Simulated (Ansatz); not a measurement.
**Acoustic Bragg mirrors: impedance contrast**

A comparison from first-principles data. An acoustic mirror alternates quarter-wave layers of high and low impedance; the larger the ratio, the fewer layers.

The yardstick is bcc W. Each row is paired with the reference. Frequency 6 GHz, 2 pairs, polycrystalline averages.

Methods, by column (Ansatz, a plane-wave PAW program, with an older set of its potentials): density: PBE, relaxed cell; longitudinal speed: PBE, elastic tensor, Hill average.

The figures follow from the printed values by these rules: Z = ρ v_l; layer = v_l/4f; ratio = larger Z over smaller Z; isolation ≈ 20 × 2 × log₁₀(ratio), up to a constant set by the substrate.

```
crystal           density (g/cm³)  v_l (km/s)  impedance (MRayl)  quarter wave (nm)  impedance ratio  isolation (dB)
----------------  ---------------  ----------  -----------------  -----------------  ---------------  --------------
bcc W, reference            18.92        5.15              97.44                215            1.000               0
fcc Rh                      12.17        6.14              74.72                256            1.304               5
bcc Fe                       8.17        6.17              50.41                257            1.933              11
bcc V                        6.29        6.04              37.99                252            2.565              16
fcc Pb                      10.74        2.24              24.06               93.3            4.050              24
fcc Al                       2.72        6.69              18.20                279            5.354              29
hcp Mg                       1.76        5.91              10.40                246            9.369              39
```

Runs started from generated or typed cells of the structure named: bcc W; fcc Rh; bcc Fe; bcc V; fcc Pb; fcc Al; hcp Mg. Magnetic states: bcc Fe ferromagnetic, the lowest of the collinear orders tried. Run without spin polarisation: bcc V. Spin–orbit coupling is left out unless named.

The steps for fcc Rh:

Z = 12.17 × 6.14 = 74.72 MRayl; quarter wave: 6.14 km/s/(4 × 6 GHz) = 256 nm; impedance ratio: larger of 74.72/97.44 and its inverse = 1.304; isolation: 20 × 2 × log₁₀(1.304) = 5 dB.

In order of impedance ratio, highest first: hcp Mg (9.369 ± 0.60), fcc Al (5.354 ± 0.34), fcc Pb (4.050 ± 0.26), bcc V (2.565 ± 0.16), bcc Fe (1.933 ± 0.12), fcc Rh (1.304 ± 0.083). The ± follows from allowances picked for this note (density 4 %, longitudinal speed 5 %), carried to first order and added in quadrature, each row's own inputs moving alone; ≈ joins neighbours closer than their two ± added in quadrature.

Sputtered films are textured or amorphous and softer than these crystals; shear waves need a mirror of their own. Where several phases of a formula are at hand, those over 0.1 eV/atom above the lowest were not drawn (by r²SCAN where it compared them, else by the largest value; a layered or molecular lowest phase counts only with a dispersion term); other phases could lie lower still. Rows are a sample by related chemistry or structure, familiar materials first, kept where one row at least reaches a ratio of 2.5. Limits of the draw: impedance over 8 MRayl; for moduli and speeds, an anisotropy index under 2.5, no layered crystals; no unfamiliar magnets, and cubic perovskites only if shown or known to be stable. As a rule kept out of such tables: 4f compounds, open-shell compounds run without a Hubbard term, cells found unstable in the tests at hand, cells close to a higher symmetry, and runs set to a pressure or over 12 % in volume from the crystal's fullest run.
